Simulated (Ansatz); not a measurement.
Ansatz (a quantum-chemistry and plane-wave program) input:

Ansatz 0.2 input:
```yaml
crystal:
  lattice:
    - [2.5439723364, 0.0, 0.0]
    - [-1.2719861682, 2.2031446699, 0.0]
    - [0.0, 0.0, 4.2077570427]
  atoms:
    - { symbol: B, position: [0.6666666667, 0.3333333333, 0.0002001195] }
    - { symbol: B, position: [0.3333333333, 0.6666666667, 0.5002001195] }
    - { symbol: N, position: [0.6666666667, 0.3333333333, 0.3747998805] }
    - { symbol: N, position: [0.3333333333, 0.6666666667, 0.8747998805] }
kpoints:
  mp_grid: { grid: [11, 11, 6] }
hamiltonian:
  xc: r2scan
  pseudopotentials: { kind: paw }
scf:
  occupations: { method: fixed }
output:
  optics: { e_range: [0.0, 15.0], de: 0.05, sigma: 0.1, bands: { spectra_wanted_up_to: 12 eV } }
```

Output (shortened):

```
output.optics: the spectra are integrated over the Brillouin zone by k·p interpolation around the k-points, where levels, occupations, output.optics.sigma and …
Pseudopotential: B, paw, valence charge 3
Pseudopotential: N, paw, valence charge 5
Functional definition: r2SCAN
Crystal: 4 atoms, lattice volume = 23.583 Å³
Basis set: ecut = 500 eV, 591 PW (Γ), exchange–correlation on 80×80×128 points (64 copies of the dense FFT grid, shifted against one another)
Bands: 12, of which v1, the nominal top of the filled ones, is band 8 counted from 1 (7 counted from 0)
Symmetry: 12 space group operations
Space group: P63mc (ITA 186), of the structure as read, at distance tolerance 2.9e-5 Å
k-points: 64 of 726 (time reversal used)
SCF iter   1: F=—  HF=-1087.747314 eV  |F-HF|=—  |Δ(HF+E_count)|=         —  Δρ=1.03e-2  dr2=1.63e-2  dr2_τ=6.48e-1  ethr=1.77e-3  ⟨swp⟩=5.7  Hψ=4233  notcnv=0  defer=120
preconditioner: auto → none
SCF iter   2: F=—  HF=-1087.935763 eV  |F-HF|=—  |Δ(HF+E_count)|=   1.88e-1  Δρ=6.39e-3  dr2=3.89e-3  dr2_τ=2.38e-4  ethr=1.02e-4  ⟨swp⟩=2.8  Hψ=2018  notcnv=0  defer=128
SCF iter   3: F=—  HF=-1087.936156 eV  |F-HF|=—  |Δ(HF+E_count)|=   3.93e-4  Δρ=4.23e-4  dr2=2.05e-5  dr2_τ=3.52e-5  ethr=2.43e-5  ⟨swp⟩=2.9  Hψ=1379  notcnv=0  defer=128
SCF iter   4: F=—  HF=-1087.936175 eV  |F-HF|=—  |Δ(HF+E_count)|=   1.92e-5  Δρ=1.02e-4  dr2=8.75e-7  dr2_τ=8.64e-8  ethr=1.28e-7  ⟨swp⟩=2.5  Hψ=1227  notcnv=0  defer=78
SCF iter   5: F=—  HF=-1087.936176 eV  |F-HF|=—  |Δ(HF+E_count)|=   7.94e-7  Δρ=1.48e-5  dr2=1.43e-8  dr2_τ=1.84e-9  ethr=5.47e-9  ⟨swp⟩=2.0  Hψ=1280  notcnv=0  defer=1
SCF iter   6: F=—  HF=-1087.936176 eV  |F-HF|=—  |Δ(HF+E_count)|=   5.52e-9  Δρ=4.05e-6  dr2=3.16e-9  dr2_τ=2.32e-10  ethr=8.95e-11  ⟨swp⟩=2.0  Hψ=1276  notcnv=0  defer=1
SCF iter   7: F=—  HF=-1087.936176 eV  |F-HF|=—  |Δ(HF+E_count)|=  2.34e-10  Δρ=5.91e-7  dr2=4.30e-11  dr2_τ=3.09e-12  ethr=1.98e-11  ⟨swp⟩=2.0  Hψ=1192  notcnv=0  defer=1
SCF iter   8: F=-1087.936176 eV  HF=-1087.936176 eV  |F-HF|=9.09e-13  |Δ(HF+E_count)|=  6.37e-12  Δρ=1.15e-7  dr2=1.91e-12  dr2_τ=1.52e-13  ethr=1.00e-12  ⟨swp⟩=3.9  Hψ=2610  notcnv=0
SCF 1 converged in 8 iterations: F = -1087.936176 eV  dr2 = 1.91e-12
NSCF: frozen V_eff on 64 k-points
Optics k sum: 0 of 64 k-points
Optics k sum: 4 of 64 k-points
Optics k sum: 7 of 64 k-points
Optics k sum: 10 of 64 k-points
Optics k sum: 13 of 64 k-points
Optics k sum: 16 of 64 k-points
Optics k sum: 20 of 64 k-points
Optics k sum: 23 of 64 k-points
Optics k sum: 26 of 64 k-points
Optics k sum: 29 of 64 k-points
Optics k sum: 32 of 64 k-points
Optics k sum: 36 of 64 k-points
Optics k sum: 39 of 64 k-points
Optics k sum: 42 of 64 k-points
Optics k sum: 45 of 64 k-points
Optics k sum: 48 of 64 k-points
Optics k sum: 52 of 64 k-points
Optics k sum: 55 of 64 k-points
Optics k sum: 58 of 64 k-points
Optics k sum: 61 of 64 k-points
Optics k sum: 64 of 64 k-points
Optics k sum: 0 of 64 k-points
Optics k sum: 4 of 64 k-points
Optics k sum: 7 of 64 k-points
Optics k sum: 10 of 64 k-points
Optics k sum: 13 of 64 k-points
Optics k sum: 16 of 64 k-points
Optics k sum: 20 of 64 k-points
Optics k sum: 23 of 64 k-points
Optics k sum: 26 of 64 k-points
Optics k sum: 29 of 64 k-points
Optics k sum: 32 of 64 k-points
Optics k sum: 36 of 64 k-points
Optics k sum: 39 of 64 k-points
Optics k sum: 42 of 64 k-points
Optics k sum: 45 of 64 k-points
Optics k sum: 48 of 64 k-points
Optics k sum: 52 of 64 k-points
Optics k sum: 55 of 64 k-points
Optics k sum: 58 of 64 k-points
Optics k sum: 61 of 64 k-points
Optics k sum: 64 of 64 k-points
NSCF: frozen V_eff on 1 k-points
NSCF: frozen V_eff on 1 k-points
NSCF: frozen V_eff on 1 k-points
NSCF: frozen V_eff on 1 k-points
output.optics: what the bands over the 17 summed would add to eps1, eps2 and the energy-loss function is held between a lower and an upper bound (7 Lanczos …
SCF converged after 8 iterations
Free energy (F): -1087.936176 eV
Harris-Foulkes:  -1087.936176 eV  (|F-HF|=9.09e-13)
Internal energy: -1087.936176 eV  (E = F + TS)
E sigma→0 (E₀):  -1087.936176 eV
Fermi energy:    11.198162 eV
--- Per-component energies (eV) ---
  E_band       = 44.225995
  E_kinetic    = 372.201322
  E_local      = -351.988429  (includes V_loc(G=0)·N_el)
  E_nonlocal   = 111.776978
  E_hartree    = 100.087531
  E_xc         = -184.707979
  E_vxc        = -255.648678  (∫ρ·V_xc dr)
  E_paw        = -418.941883  (= ΣΔE_a)
  E_vpaw       = -46.290843  (= ΣTr[D̂ρ^β])
  E_aug_tail   = 0.000040  (compensation charges beyond the density's cutoff)
  E_vtau       = 14.000517  (kinetic-family band-sum trace: ∫τ·v_τ [+ j·A + Jᵃ·Aᵃ] dr)
  E_ewald      = -716.267744
  E_core_change = -0.096013  (= ΣΔE_core)
  E_smearing   =  0.000000  (= −TS)
  E_closure    =  0.000000  (closes the sum)
  Σ components = -1087.936176   (vs F -1087.936176, Δ=0.00e0)
  [band-id]    e_kinetic+e_local+e_nonlocal+2·e_hartree+e_vxc+e_vpaw+e_augmentation_tail+e_vtau = 44.225971   (vs E_band 44.225995, Δ=-2.45e-5)
--- Band table (eV; the first three rows and the last of 64) ---
  k-point 0: bands = ["-10.2906", "-6.0532", "-0.1249", "8.9914", "8.9914", "10.9280", "11.1982", "11.1982", "20.3140", "20.3140", "20.5351", "21.4027"]
  k-point 1: bands = ["-10.1182", "-6.6134", "0.7440", "9.1140", "9.1140", "9.9893", "11.0158", "11.0158", "20.5184", "20.5184", "20.9465", "21.4083"]
  k-point 2: bands = ["-9.6077", "-7.7188", "2.7526", "7.8092", "9.4631", "9.4631", "10.5509", "10.5509", "21.0891", "21.0891", "21.3782", "21.4268"]
  k-point 63: bands = ["-4.7962", "-4.7962", "1.7822", "1.7822", "3.6086", "3.6086", "8.0201", "8.0201", "20.9352", "20.9352", "22.5223", "22.5223"]
```

Cost: very roughly 60 core-seconds on shared cores.

Space group P6_3mc (wurtzite). The r²SCAN relaxation kept the symmetry of its start.

Potentials: the later of the program's two PAW sets.

Ansatz is a plane-wave DFT program.
